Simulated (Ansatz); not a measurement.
BN:
```xyz
4
Lattice="2.4970 0.0000 0.0000 -1.2485 2.1625 0.0000 0.0000 0.0000 6.6618" Properties=species:S:1:pos:R:3 pbc="T T T"
B      0.0000     0.0000     4.9964
B      0.0000     0.0000     1.6655
N      1.2485     0.7208     1.6655
N      0.0000     1.4417     4.9964
```

Relaxed with r²SCAN+D4.

Q: Give the Bader charges and basin volumes of the independent atoms, the program Ansatz at the r²SCAN+D4 level (PAW).

A: 

```
atom  Bader charge (e)  Bader volume (Å³)
----  ----------------  -----------------
B1               +2.30                1.9
N3               -2.30               16.1
```

Space group P6_3/mmc. The first step of the workflow began from a Materials Project structure, measured or hypothetical. Its sites differ from those of the usual phase in this space group: another stacking or structure type. Symmetry was held in the r²SCAN+D4 relaxation; whether a distortion lowers the energy is not shown.

Potentials: the earlier of the program's two PAW sets.
